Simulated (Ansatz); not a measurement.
## Pressure gauges and gaskets: equation-of-state parameters at work

Screening note. Bulk modulus and its pressure derivative give the pressure that a small compression needs; a soft, simple solid makes a sensitive pressure gauge, a stiff one a good anvil or seat.

Si serves as the reference. Hydrostatic compression by 3 % of the volume (V₀/V = 1.0309), no change of phase.

Levels of theory (Ansatz, a plane-wave PAW program): B₀, B₀′: r²SCAN, Birch–Murnaghan fit of energy against volume; volume per atom: r²SCAN, relaxed cell.

The figures follow from the printed values by these rules: linear estimate = B₀ × compression; P = (B₀/B₀′)[(V₀/V)^B₀′ − 1]; modulus under load = B₀ + B₀′P; relative pressure = P/P_ref.

```csv
crystal,B₀ (GPa),B₀′,V (Å³/atom),linear estimate (GPa),Murnaghan pressure (GPa),modulus there (GPa),pressure (relative)
"HfNi2 (Fd-3m, cF24)",194,4.4,13.48,5.8,6.317,222,2.0
"Be2Ag (Fd-3m, cF24)",133,4.4,10.82,4.0,4.331,152,1.38
"Si (diamond type), reference",96.8,4.2,20.17,2.9,3.142,110,1.00
"LaPt2 (Fd-3m, cF24)",156,4.8,19.95,4.7,5.112,181,1.63
```

Runs started from generated or typed cells of the structure named: Si. Not checked to be the ambient phase: HfNi2 (Fd-3m, cF24); Be2Ag (Fd-3m, cF24); LaPt2 (Fd-3m, cF24). Run without spin polarisation: HfNi2 (Fd-3m, cF24). Spin–orbit coupling is left out unless named.

Arithmetic for Be2Ag (Fd-3m, cF24):

linear estimate: 133 × 3/100 = 4.0 GPa; P = (133/4.4) × (1.0309^4.4 − 1) = 4.331 GPa; modulus there: 133 + 4.4 × 4.331 = 152 GPa; relative pressure: 4.331/3.142 = 1.38.

For Si, step by step:

- linear estimate: 96.8 × 3/100 = 2.9 GPa
- P = (96.8/4.2) × (1.0309^4.2 − 1) = 3.142 GPa
- modulus there: 96.8 + 4.2 × 3.142 = 110 GPa

In order of relative pressure, highest first: HfNi2 (Fd-3m, cF24) (2.0 ± 0.10), LaPt2 (Fd-3m, cF24) (1.63 ± 0.082), Be2Ag (Fd-3m, cF24) (1.38 ± 0.069), Si (1.00 ± 0.050). The ± follows from allowances picked for this note (B₀ 5 %, B₀′ 0.4), carried to first order and added in quadrature, each row's own inputs moving alone; ≈ joins neighbours closer than their two ± added in quadrature.

B₀′ is the least certain number of such a fit, often by half a unit. Where several phases of a formula are at hand, those over 0.1 eV/atom above the lowest were not drawn (by r²SCAN where it compared them, else by the largest value; a layered or molecular lowest phase counts only with a dispersion term); other phases could lie lower still. Values belong to the structures named, which need not be the stable ones; other polymorphs differ. The rows are a sample and no shortlist: familiar crystals first, some related and some not, whatever their agreement with measurement; tables with many equal figures were not kept. Limits of the draw: no layered crystals, B₀′ of 2 to 8; no unfamiliar magnets, and cubic perovskites only if shown or known to be stable. As a rule kept out of such tables: 4f compounds, open-shell compounds run without a Hubbard term, cells found unstable in the tests at hand, cells close to a higher symmetry, and runs set to a pressure or over 12 % in volume from the crystal's fullest run.
